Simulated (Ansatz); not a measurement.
# La$_{3}$In under compression and expansion

```
La In
1.0
     5.08540    0.00000    0.00000
     0.00000    5.08540    0.00000
     0.00000    0.00000    5.08540
La In
3 1
Direct
  0.00000 0.50000 0.50000
  0.50000 0.00000 0.50000
  0.50000 0.50000 0.00000
  0.00000 0.00000 0.00000
```

Conventional cell: a = 5.085 Å, b = 5.085 Å, c = 5.085 Å, α = 90.00°, β = 90.00°, γ = 90.00°. La (atom 1) has 8 La at 3.60 Å and 4 In at 3.60 Å as nearest neighbours. In (atom 4) has 12 La at 3.60 Å as nearest neighbours.

The cell comes from COD entry 1538828, which wasn't checked; take it as a given geometry.

Spin–orbit coupling is left out, though it moves levels of the heavy atoms by tenths of an eV or more.

Methods: DFT, PBEsol, all-electron LAPW, scalar-relativistic (Ansatz 0.2.0); DFT, PBEsol, PAW with Ansatz's default frozen-core files, scalar-relativistic (Ansatz 0.2.0).

For LAPW: a Γ-centred 7×7×7 k mesh, Fermi–Dirac smearing of 0.05 eV, basis error target 1 meV/atom, no spin polarisation. PAW takes a cutoff of 420 eV at this cell (files made with PBE, cores remade for this functional). The Ansatz runs share mesh, smearing and spin set-up. Plane-wave (PAW) pressures include the program's estimate of the Pulay term.

The cell above is scaled evenly, with fractional coordinates and shape held.

| V/V(cell) | V (Å³/atom) | P, LAPW (GPa) | P, PAW (GPa) | free energy over the lowest listed, PAW (meV/atom) |
| --- | --- | --- | --- | --- |
| 0.9400 | 30.906 | -0.31 | -0.35 | 0.0 |
| 0.9800 | 32.221 | -1.94 | -1.97 | 9.7 |
| 1.0000 | 32.879 | -2.63 | -2.66 | 19.3 |
| 1.0100 | 33.208 | ? | ? | ? |
| 1.0400 | 34.194 | -3.82 | -3.85 | 46.1 |

(1) Fill in the row V/V(cell) = 1.0100.

Results:

(1) P, LAPW (GPa) = -2.95, P, PAW (GPa) = -2.98, free energy over the lowest listed, PAW (meV/atom) = 25.0.
